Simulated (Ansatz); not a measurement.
GaP in space group R-3m (No. 166; Ga on 6c, P on 6c) at seven volumes, DFT-PBEsol in the program Ansatz with PAW potentials, shape and atoms relaxed at each. One row is withheld.

```csv
V (Å³/atom),P (GPa)
18.371,9.14
18.977,5.57
19.582,2.56
20.188,0.00
20.794,?
21.399,-3.98
22.005,-5.50
```

Task: Fit the shown pressures and predict the withheld one.

Result: Third-order Birch–Murnaghan: P = (3/2)B₀(x^(7/2) − x^(5/2))[1 + (3/4)(B′ − 4)(x − 1)] with x = (V₀/V)^(2/3). Least squares on the six rows gives V₀ = 20.189 Å³/atom, B₀ = 77.94 GPa, B′ = 4.60. At V = 20.794, x = 0.9805 and P = -2.15 GPa. The run itself gave -2.16 GPa.

The workflow started from a Materials Project entry (that database holds measured and hypothetical structures alike); the Crystallography Open Database copy checked does not list it. It is not the phase usual at ambient conditions (space group No. 216). Symmetry was held in the PBEsol relaxation; its stability against distortions is not shown here. Spin–orbit coupling is left out wherever it is not named.

Potentials: the later of the program's two PAW sets.
